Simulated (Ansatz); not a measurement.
## Zn (hcp, Mg type): energy over volume and axial ratio

Zn (hcp, Mg type)

```cif
data_Zn2
_chemical_formula_sum 'Zn2'
_space_group_name_H-M_alt 'P63/mmc'
_space_group_IT_number 194
_space_group_name_Hall '-P 6c 2c'
_cell_length_a 2.62220
_cell_length_b 2.62220
_cell_length_c 5.19319
_cell_angle_alpha 90.000
_cell_angle_beta 90.000
_cell_angle_gamma 120.000
loop_
_atom_site_label
_atom_site_type_symbol
_atom_site_symmetry_multiplicity
_atom_site_Wyckoff_symbol
_atom_site_fract_x
_atom_site_fract_y
_atom_site_fract_z
_atom_site_occupancy
Zn1 Zn 2 d 0.66667 0.33333 0.25000 1
```

The relaxed cell is deformed in two ways at once: its volume V is scaled, and at that volume it is stretched along z (the c axis of the conventional cell) so that c/a changes. Fractional atomic positions are held.

Method: PBE (plane waves to 420 eV, PAW, scalar-relativistic; Ansatz, a first-principles code). k mesh 20×20×9 (Γ-centred), Fermi-Dirac smearing 0.05 eV. Energies are smeared free energies. Stress and pressure are positive under compression. With partly filled bands, the response to shear is sensitive to the k mesh, so small differences along c/a are uncertain. The PAW data are Ansatz's earlier set. Zn was relaxed with its symmetry unable to fall. ΔE is measured from the relaxed starting cell.

ΔE (kJ/mol of atoms), with V/V₀ across and (c/a)/(c/a)₀ down:

```tsv
(c/a)/(c/a)₀ \ V/V₀	0.960	0.973	0.987	1.000	1.013	1.027	1.040
0.920	0.3	0.2	0.3	0.4	0.7	1.1	1.5
0.947	0.4	0.2	0.2	0.3	0.5	0.8	1.2
0.973	0.5	0.2	0.1	0.2	0.3	0.5	0.9
1.000	0.6	0.3	0.1	0.0	0.1	0.2	0.5
1.027	1.0	0.6	0.3	0.1	0.1	0.1	0.3
1.053	2.0	1.5	1.0	0.7	0.6	0.5	0.6
1.080	3.5	2.8	2.2	1.8	1.5	1.3	1.3
```

σxx (GPa), with V/V₀ across and (c/a)/(c/a)₀ down:

| (c/a)/(c/a)₀ \ V/V₀ | 0.960 | 0.973 | 0.987 | 1.000 | 1.013 | 1.027 | 1.040 |
|---|---|---|---|---|---|---|---|
| 0.920 | 1.2 | 0.0 | -1.1 | -2.1 | -3.0 | -3.8 | -4.6 |
| 0.947 | 2.0 | 0.7 | -0.4 | -1.5 | -2.5 | -3.4 | -4.2 |
| 0.973 | 2.7 | 1.3 | 0.1 | -1.0 | -2.1 | -3.1 | -3.9 |
| 1.000 | 3.8 | 2.4 | 1.1 | -0.2 | -1.3 | -2.3 | -3.2 |
| 1.027 | 5.9 | 4.4 | 2.9 | 1.6 | 0.4 | -0.8 | -1.8 |
| 1.053 | 8.2 | 6.5 | 5.0 | 3.6 | 2.3 | 1.1 | -0.1 |
| 1.080 | 10.5 | 8.7 | 7.1 | 5.5 | 4.1 | 2.8 | 1.6 |

Summary:

| Item | Result |
|---|---|
| Lowest place on the grid | V/V₀ = 1.000, (c/a)/(c/a)₀ = 1.000 (0 meV/atom) |
| Highest place on the grid | V/V₀ = 0.960, (c/a)/(c/a)₀ = 1.080 (37 meV/atom) |

The 49 points together took about 11 core-minutes (a rough figure).

(Under strain, the slope of the energy per volume gives the stress and its curvature an elastic modulus.)
